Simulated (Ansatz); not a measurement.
# Relaxation path: Tl (diamond type)

DFT, LDA, PAW with Ansatz's default frozen-core files, scalar-relativistic (Ansatz 0.2.0); a Γ-centred 11×11×11 k mesh, Fermi–Dirac smearing of 0.05 eV, no spin polarisation. The run relaxes cell and atoms at a target pressure of 0 GPa.

Command: `ansatz run input.yaml --threads 1 --pin off --max-ram 3072MiB --backend cpu --events-out ev --progress --plain --runs-dir out` It took 12 s on 1 thread of Intel(R) Xeon(R) Platinum 8375C CPU @ 2.90GHz (Ice Lake) (shared host), peak memory 0.42 GiB.

```yaml
crystal:
  lattice:
    - [0.0, 3.2423092312, 3.2423092312]
    - [3.2423092312, 0.0, 3.2423092312]
    - [3.2423092312, 3.2423092312, 0.0]
  atoms:
    - { symbol: Tl, position: [-0.125, -0.125, -0.125] }
    - { symbol: Tl, position: [0.125, 0.125, 0.125] }
kpoints:
  mp_grid: { grid: [11, 11, 11] }
scf:
  occupations: { method: fermi_dirac, width: 0.05 }
hamiltonian:
  xc: lda
  pseudopotentials: { kind: paw }
output:
  forces: true
  stress: true
relax:
  f_tol: 0.005
  max_steps: 40
  cell: {}
```

Each step lists its free energy a cell above the last geometry, the pressure, the cell vectors (Å), and Cartesian positions (Å) with forces (eV/Å).

The first step:

```
step 1  dF = 85.52 meV  P = 3.74 GPa
  cell 0.0000 3.2423 3.2423  3.2423 0.0000 3.2423  3.2423 3.2423 0.0000
  Tl -0.8106 -0.8106 -0.8106   0.0000 0.0000 0.0000
  Tl 0.8106 0.8106 0.8106   0.0000 0.0000 0.0000
```

Spin–orbit coupling is left out, which matters for the heavy atoms. The PAW files were made under PBE.

Where does the relaxation end, and by which steps?

After 4 geometries, with conventional a, b, c = 6.739, 6.739, 6.739 Å, at 38.263 Å³/atom (+12.26 % against the start) in space group Fd-3m, with a shortest distance of 2.918 Å. The further steps:
```
step 2  dF = 1.38 meV  P = -0.33 GPa
  cell 0.0000 3.3859 3.3859  3.3859 0.0000 3.3859  3.3859 3.3859 0.0000
  Tl -0.8465 -0.8465 -0.8465   0.0000 0.0000 0.0000
  Tl 0.8465 0.8465 0.8465   0.0000 0.0000 0.0000
step 3  dF = 0.10 meV  P = -0.08 GPa
  cell 0.0000 3.3731 3.3731  3.3731 0.0000 3.3731  3.3731 3.3731 0.0000
  Tl -0.8433 -0.8433 -0.8433   0.0000 0.0000 0.0000
  Tl 0.8433 0.8433 0.8433   0.0000 0.0000 0.0000
step 4  dF = 0.00 meV  P = 0.00 GPa
  cell 0.0000 3.3697 3.3697  3.3697 0.0000 3.3697  3.3697 3.3697 0.0000
  Tl -0.8424 -0.8424 -0.8424   0.0000 0.0000 0.0000
  Tl 0.8424 0.8424 0.8424   0.0000 0.0000 0.0000
step 5  dF = -1.32 meV  P = -0.02 GPa  (same geometry on a basis chosen anew; earlier energies don't compare to the last digit)
  cell 0.0000 3.3697 3.3697  3.3697 0.0000 3.3697  3.3697 3.3697 0.0000
  Tl -0.8424 -0.8424 -0.8424   0.0000 0.0000 0.0000
  Tl 0.8424 0.8424 0.8424   0.0000 0.0000 0.0000
```
